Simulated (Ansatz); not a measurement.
**Equation of state of Re from a dense series**

```xyz
3
Lattice="1.3839 0.7990 6.6986 -1.3839 0.7990 6.6986 0.0000 -1.5980 6.6986" Properties=species:S:1:pos:R:3 pbc="T T T"
Re    0.0000    0.0000    0.0000
Re    0.0000    0.0000    4.4648
Re    0.0000    0.0000   15.6311
```

Atoms are numbered in the order listed.

The cell is the one relaxed in the Materials Project (mp-975065), not relaxed further here; entries there can be hypothetical.

Spin polarisation is left out, and whether a magnetic state lies lower isn't shown here.

Spin–orbit coupling is left out, though it moves levels of the heavy atoms by tenths of an eV or more.

Computed with Ansatz 0.2.0, DFT, PBEsol, all-electron LAPW, scalar-relativistic.

Settings: a Γ-centred 15×15×15 k mesh, Fermi–Dirac smearing of 0.05 eV, basis error target 0.5 meV/atom, no spin polarisation.

The cell is scaled evenly. Fractional coordinates are held (clamped ions).

```csv
V (Å³/atom),P (GPa)
14.222,9.77
14.518,1.24
14.666,-2.69
14.814,-6.41
14.962,-9.92
15.110,-13.25
15.407,-19.37
15.703,-24.85
```

Question: Fit a third-order Birch–Murnaghan curve to the pressures.

Answer: P = (3B0/2)(y^(7/2) − y^(5/2))[1 + (3/4)(B0′ − 4)(y − 1)] with y = (V0/V)^(2/3) fits within 0.01 GPa for V0 = 14.564 Å³/atom, B0 = 390.1 GPa and B0′ = 4.46.

Question: Predict the pressure at the withheld volume, 13.925 Å³/atom.

Answer: There y = 1.0303, so the fit gives 19.32 GPa; the run gave 19.29 GPa.
